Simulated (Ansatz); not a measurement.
ZnCu (CsCl type, space group No. 221) under volume change, DFT-PBE in the program Ansatz with PAW potentials, scaled uniformly.

```csv
V (Å³/atom),E − E(relaxed) (meV/atom),P (GPa)
11.840,45.8,13.75
12.231,19.1,8.32
12.621,4.5,3.79
13.011,0.0,0.00
13.402,4.0,-3.17
13.792,15.0,-5.80
14.182,31.9,-7.99
```

**Question.** What does a third-order Birch–Murnaghan fit give for V₀, B₀ and B′?

**Answer.** V₀ = 13.01 Å³/atom, B₀ = 115 GPa, B′ = 5.0.

Space group Pm-3m (CsCl type). The cell was relaxed with PBE under the symmetry of its start. The run is not spin-polarised.

Potentials: the later of the program's two PAW sets.
